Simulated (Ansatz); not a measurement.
## Checking a converged run of Co

The cell (2 atoms) is Co as a measured crystal structure (space group P6_3/mmc). Source: COD entry 9012950; it may be a high-temperature, high-pressure or metastable form.

These are results of DFT, PBE, PAW, plane waves, scalar-relativistic (Ansatz), not measurements.

```yaml
crystal:
  lattice:
    - [2.50539998, 0.0, 0.0]
    - [-1.25269999, 2.16974003, 0.0]
    - [0.0, 0.0, 4.0893]
  atoms:
    - { symbol: Co, position: [0.33333333, 0.66666667, 0.25], spin: 0.3 }
    - { symbol: Co, position: [0.66666667, 0.33333333, 0.75], spin: 0.3 }
  symmetry: { detect: false, time_reversal: true }
magnetization:
  spin_polarized: true
hamiltonian:
  xc: pbe
  pseudopotentials: { kind: paw }
basis:
  ecutwfc: 420
kpoints:
  mp_grid: { grid: [11, 11, 6] }
scf:
  occupations: { method: fermi_dirac, width: 0.1 }
  lower_state_search: "off"
output:
  forces: true
  stress: true
```

Launched as:
```sh
ansatz run input.yaml --threads 2 --pin off --max-ram 5120MiB --backend cpu --events-out ev --progress --plain --runs-dir out
```

Wall time and machine: 32 s on 2 threads of Arm Neoverse V2, on a shared host, peak memory 0.57 GiB.

The end of the output:

```
SCF converged after 22 iterations
Magnetization: 3.1826 μB (18.5913 up, 15.4087 down)
Absolute magnetization: 3.5363 μB (∫|ρ↑−ρ↓|, with the PAW one-centre terms)
Spin contamination: 0.0598 ħ² per cell (⟨S²⟩ above its minimum at these occupations)
Per-site moments (μB) at R_I (Å): [(1.6715, 1.0331), (1.6715, 1.0331)]
Free energy (F): -10252.325385 eV
Harris-Foulkes:  -10252.325385 eV  (|F-HF|=1.40e-9)
Internal energy: -10252.264468 eV  (E = F + TS)
E sigma→0 (E₀):  -10252.294926 eV
Entropy (-TS):   -0.060916 eV (-30.458 meV/atom)
Fermi energy:    18.184081 eV
--- Forces (eV/Å), atoms counted from 1 ---
  atom   1  Co    -0.00000002    -0.00000002     0.00000097
  atom   2  Co    -0.00000003     0.00000002    -0.00000100
--- Stress (GPa, compression-positive) ---
       -4.513205       0.000000      -0.000000
        0.000000      -4.513205       0.000000
       -0.000000       0.000000      -6.235040
  P = ⅓ Tr σ = -5.0871 GPa (-50.871 kbar)
```

Site moments are taken inside atomic spheres and don't add up to the total.

Problem. Would you trust this as the ground state? If a lower solution is known, describe it.

Solution. None of the other runs went lower. It is the lowest of 3 states reached by 13 converged runs, and the next lies 212 meV/atom higher (antiferromagnetic, site moments Co1 0.97, Co2 -0.96 μB, total 0.00 μB per cell, no gap on the k-mesh). That doesn't prove a ground state. Orders that need a larger cell or non-collinear spins weren't tried.
